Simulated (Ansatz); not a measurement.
What DFT gives for AlFe

```
CELL_PARAMETERS angstrom
2.90916 0.00000 0.00000
0.00000 2.90916 0.00000
0.00000 0.00000 2.90916
ATOMIC_POSITIONS crystal
Fe 0.50000 0.50000 0.50000
Al 0.00000 0.00000 0.00000
```

Single point in Ansatz 0.2.0 with PBE, spin-orbit coupling. Cutoff 420 eV, PAW datasets, 8×8×8 Γ-centred k mesh, fermi-dirac filling (width 0.1 eV).

Magnetic state (reached from a saved solution, and it need not be the lowest): Fe1 along (-0.23, 0.71, -0.66).

**Question.** Give the spin moments.

**Answer.** Fe1 0.78 μB of spin moment in Bader basins; net size 0.74 μB a cell.

**Question.** What happens at the Fermi level?

**Answer.** It is a metal, with about 2.4 states/eV a cell as the mean within 0.25 eV of the Fermi level, mostly Fe d (90 %).

**Question.** Give the Bader charges.

**Answer.** Bader charges in e: Al +1.58, Fe -1.58. In the mean Al gives up most and Fe takes most.

**Question.** Is it stable against the elements?

**Answer.** -0.31 eV an atom against the elements' usual phases (free molecules for gases, crystals otherwise, with no correction for O₂ or N₂), so it is bound against them; other compounds may still compete. Relaxing would lower it.

**Question.** Is the cell too large or too small?

**Answer.** The pressure is -5.4 GPa (compression positive), so with the atoms held at these fractions the cell would first shrink.

Origin: a database entry at a rescaled volume. Caveats: the SCF threshold is loose for a stress.
